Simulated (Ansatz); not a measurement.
A geometry of VBiO$_{4}$ away from equilibrium: the start of the relaxation of a generated cell, VBiO4 built in the scheelite structure type. These are PBEsol (plane waves to 420 eV, PAW, scalar-relativistic; Ansatz, an electronic-structure program) values and carry that method's errors. Γ-centred k-mesh 5×5×5 on the run's cell (coarser than for final values), Fermi–Dirac smearing 0.05 eV.

```xyz
12
Lattice="-2.5542 2.5542 5.5420 2.5542 -2.5542 5.5420 2.5542 2.5542 -5.5420" Properties=species:S:1:pos:R:3:forces:R:3 pbc="T T T" free_energy=-34744.777 pressure_GPa=3.6
Bi     0.0000     2.5542     2.7710    0.0000    0.0000    0.0000
Bi     0.0000     0.0000     0.0000    0.0000    0.0000    0.0000
V      2.5542     0.0000     2.7710    0.0000    0.0000    0.0000
V      0.0000     0.0000     5.5420    0.0000    0.0000    0.0000
O      3.3240    -1.2332     3.7198   -0.2208    0.2359   -0.4984
O      1.7844     1.2332     3.7198    0.2208   -0.2359   -0.4984
O      1.2332     0.7698     6.4908   -0.2359   -0.2208   -0.4984
O      1.3210     1.7844     0.9488    0.2359    0.2208   -0.4984
O     -0.7698     1.2332     4.5932    0.2208   -0.2359    0.4984
O      3.3240     1.3210    -0.9488   -0.2208    0.2359    0.4984
O      1.3210    -0.7698     1.8222    0.2359    0.2208    0.4984
O      3.7874     0.7698     1.8222   -0.2359   -0.2208    0.4984
```

Positions in Å, forces in eV/Å, free energy of the cell in eV (comparable only within this code, potentials and settings). Largest force: 0.59 eV/Å, on O5, O6, O7, O8, O9, O10, O11, O12 (atoms numbered as listed); the geometry lies 0.02 eV/atom above the end of its relaxation.

Spin-polarised start, with parallel moments on V.

No spin polarisation in the result: the starting moments vanished. No Hubbard U is applied.

The run could not lose the symmetry of its start.

The first start was generated by placing the elements on the sites of a structure type. A measured structure of VBiO4 has the same space group, I4₁/a (No. 88); the sites were not compared with it.
